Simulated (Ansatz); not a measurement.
Ca(CdAs)$_{2}$ (space group P-3m1)

```
Ca(CdAs)2
1.0
    4.40788     0.00000     0.00000
   -2.20394     3.81733     0.00000
    0.00000     0.00000     7.19731
Ca Cd As
1 2 2
Direct
  0.00000   0.00000   0.00000
  0.33333   0.66667   0.63374
  0.66667   0.33333   0.36626
  0.33333   0.66667   0.23753
  0.66667   0.33333   0.76247
```

The slice is a (1 -1 0 0) plane (indices of the conventional cell) through the point (0.667, 0.333, 0.366) (fractional), spanned by u = [110] and v = [001] in vectors of this cell: u (4.41 Å) and v (7.20 Å, at 90° to u). It covers one period; positions are fractions (u, v).

These are r2SCAN (plane waves to 500 eV, PAW, scalar-relativistic; Ansatz, a first-principles code) values and carry that method's errors. k mesh 9×9×5. These are valence fields of a PAW run, semicore shells included where kept as valence: close to a nucleus they are smooth pseudo fields. Ca(CdAs)2 was relaxed with its symmetry unable to fall.

Three fields on this plane, each scaled to ten steps between its own extremes (0 low, 9 high; the total valence density on a logarithmic scale, the potential cut 8 eV below its top; x marks points blanked near nuclei; v = 0 in the bottom row):

Map A
```
|xxxxx05788888750xxxx|
|xxxxx26777777762xxxx|
|xxxx0467766677640xxx|
|xx00467766566776400x|
|00256787665667876520|
|55678887665667888765|
|88888887665667888888|
|99998877655567788999|
|99998876544456788999|
|99998765433345678999|
|99998765432345678999|
|99998765322235678999|
|88888765432345678888|
|55677776543456777765|
|xx04677665556677640x|
|xxxx3677766677763xxx|
|xxxx0477777777740xxx|
|xxxxx36887778863xxxx|
|xxxxx16787778761xxxx|
|xxxxx16777777761xxxx|
|xxxxx36776667763xxxx|
|xxxx0567655567650xxx|
|xxx046765444567640xx|
|00257776544456777520|
|45678877655567788765|
|45577887666667887755|
|00246777777777776420|
|xx00367888888876300x|
|xxxx0468899988640xxx|
|xxxxx26899999862xxxx|
|xxxxx05799999750xxxx|
|xxxxx05789998750xxxx|
```

Map B
```
|xxxxx12466666421xxxx|
|xxxxx13577777531xxxx|
|xxxx1246888886421xxx|
|xx32135788888753123x|
|22212367899987632122|
|21122467889887642211|
|11112356777776532111|
|00011234444444321100|
|00000111111111110000|
|00000000000000000000|
|22210000000000000122|
|66542000000000002456|
|99875200000000025789|
|99998520000000258999|
|xx99985100000158999x|
|xxxx9974100014799xxx|
|xxxx9986310136899xxx|
|xxxxx98632123689xxxx|
|xxxxx98632123689xxxx|
|xxxxx98532123589xxxx|
|xxxxx87421112478xxxx|
|xxxx8853211123588xxx|
|xxx887421111124788xx|
|88887532112112357888|
|77665421112111245667|
|33333221111111223333|
|11111111111111111111|
|xx21111111111111112x|
|xxxx2111111111112xxx|
|xxxxx11222222211xxxx|
|xxxxx21234443212xxxx|
|xxxxx22345554322xxxx|
```

Map C
```
|xxxxx86555555568xxxx|
|xxxxx76555555567xxxx|
|xxxx8666666666668xxx|
|xx98655666666655689x|
|77655455666665545567|
|44433445566655443344|
|22222334555554332222|
|00011233455543321100|
|00000122344432210000|
|00000012333332100000|
|11110011233321100111|
|33221111223221111223|
|55443221122211223445|
|77665322111112235667|
|xx87654211111245678x|
|xxxx8653211123568xxx|
|xxxx9754221224579xxx|
|xxxxx86432223468xxxx|
|xxxxx86543334568xxxx|
|xxxxx86544344568xxxx|
|xxxxx86544444568xxxx|
|xxxx8765555555678xxx|
|xxx876555555555678xx|
|98876544455544456788|
|77765444444444445677|
|76654433333333344566|
|88764332222222334678|
|xx98643222222234689x|
|xxxx8532222222358xxx|
|xxxxx64322222346xxxx|
|xxxxx75433333457xxxx|
|xxxxx85444444458xxxx|
```

Problem. Assign the maps to these fields: electron localisation function (ELF); valence electron density; electrostatic potential energy of an electron, from the cell's mean.

Solution. A is the electrostatic potential energy of an electron, from the cell's mean; B is the electron localisation function (ELF); C is the valence electron density.
